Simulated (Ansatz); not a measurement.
NbN (rock salt)

```xyz
2
Lattice="0.0000 2.2106 2.2106 2.2106 0.0000 2.2106 2.2106 2.2106 0.0000" Properties=species:S:1:pos:R:3 pbc="T T T"
N      0.0000     0.0000     0.0000
Nb     2.2106     2.2106     2.2106
```

Two coordinates are scanned: the volume, and the ratio of the stretch along z (the conventional c axis) to the stretch across it. Atoms keep their fractional coordinates.

All values below come from PBE (plane waves to 420 eV, PAW, scalar-relativistic; Ansatz, a quantum-chemistry and plane-wave program). k mesh 18×18×18 (Γ-centred), Fermi-Dirac smearing 0.05 eV. The energy includes the smearing's −TS. Compression counts positive. With partly filled bands, the response to shear is sensitive to the k mesh, so small differences along c/a are uncertain. NbN is run without spin polarisation. NbN was relaxed with its symmetry unable to fall. This is a high-temperature form of NbN. The zero of ΔE is the relaxed starting cell.

ΔE (eV/atom), with V/V₀ across and (c/a)/(c/a)₀ down:

```tsv
(c/a)/(c/a)₀ \ V/V₀	0.960	0.980	1.000	1.020	1.040
0.920	0.121	0.100	0.088	0.085	0.090
0.960	0.041	0.026	0.020	0.023	0.032
1.000	0.018	0.004	0.000	0.004	0.015
1.040	0.038	0.022	0.017	0.019	0.029
1.080	0.089	0.070	0.060	0.058	0.064
```

P (GPa), with V/V₀ across and (c/a)/(c/a)₀ down:

```
(c/a)/(c/a)₀ \ V/V₀  0.960  0.980  1.000  1.020  1.040
-------------------  -----  -----  -----  -----  -----
0.920                 19.6   12.0    5.3   -0.8   -6.3
0.960                 15.1    7.8    1.2   -4.7   -9.9
1.000                 13.7    6.5    0.0   -5.8  -11.0
1.040                 14.9    7.6    1.1   -4.8  -10.0
1.080                 18.4   10.9    4.2   -1.9   -7.3
```

Read from the data:

- Shear modulus C′ = (C11 − C12)/2 (fit, atoms clamped): 260 GPa
- Lowest place on the grid: V/V₀ = 1.000, (c/a)/(c/a)₀ = 1.000 (0 meV/atom)
- Highest place on the grid: V/V₀ = 0.960, (c/a)/(c/a)₀ = 0.920 (121 meV/atom)

(Under strain, the slope of the energy per volume gives the stress and its curvature an elastic modulus.)
